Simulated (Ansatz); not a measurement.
## Zone-centre phonons of CuSn at 15 GPa: input and output

Method: Ansatz, DFT LDA, scalar-relativistic, plane waves, PAW.

Launched with:
```bash
ansatz run input.yaml --threads 2 --pin off --max-ram 6144MiB --backend cpu --events-out ev --progress --plain --runs-dir out
```

Input (bare energies are in eV):
```yaml
crystal:
  lattice:
    - [3.9201980547, 0.0, 0.0]
    - [-1.9600990273, 3.3949911033, 0.0]
    - [0.0, 0.0, 4.7578259324]
  atoms:
    - { symbol: Cu, position: [0.0, 0.0, 0.0] }
    - { symbol: Cu, position: [0.0, 0.0, 0.5] }
    - { symbol: Sn, position: [0.3333333333, 0.6666666667, 0.25] }
    - { symbol: Sn, position: [0.6666666667, 0.3333333333, 0.75] }
basis:
  ecutwfc: 420
kpoints:
  mp_grid: { grid: [12, 12, 8] }
hamiltonian:
  xc: lda
scf:
  occupations: { method: fermi_dirac, width: 0.15 }
output:
  eigenvalues: true
phonons:
  method: dfpt
  eigenvectors: true
```

The end of the output:
```
--- Phonons (Γ-DFPT): 4 representative perturbations + reference, on 320 of 1152 k-points (Σ response iterations 14) ---
  k mesh reduced under 2 symmetry operations, with k and −k counted as one. Each operation leaves every solved perturbation unchanged. A smaller set is not used because it would not reduce the number of displacements ...
  ASR residual: 3.121e-4 → 0.000e0 eV/Å²; symmetrization residual: 1.339e-5 eV/Å²
  ASR residual per site (eV/Å²): 3.12e-4 3.12e-4 2.24e-5 2.24e-5
  Γ frequencies (cm⁻¹): 0.00 0.00 0.00 152.80 152.80 152.80 169.09 169.09 169.91 238.66 238.66 306.92
  non-analytic LO–TO correction: not included (Born effective charges unavailable; polar crystals: no LO–TO splitting at Γ)
```

It took 2.7 min on 2 threads of Oxide Virtual Turin-like Processor (Zen 5), with other jobs on the host, peak memory 2.8 GiB.

In a metal, frequencies and elastic constants depend on the k mesh and the smearing, soft modes and shear constants most. Other phases may be more stable at this pressure.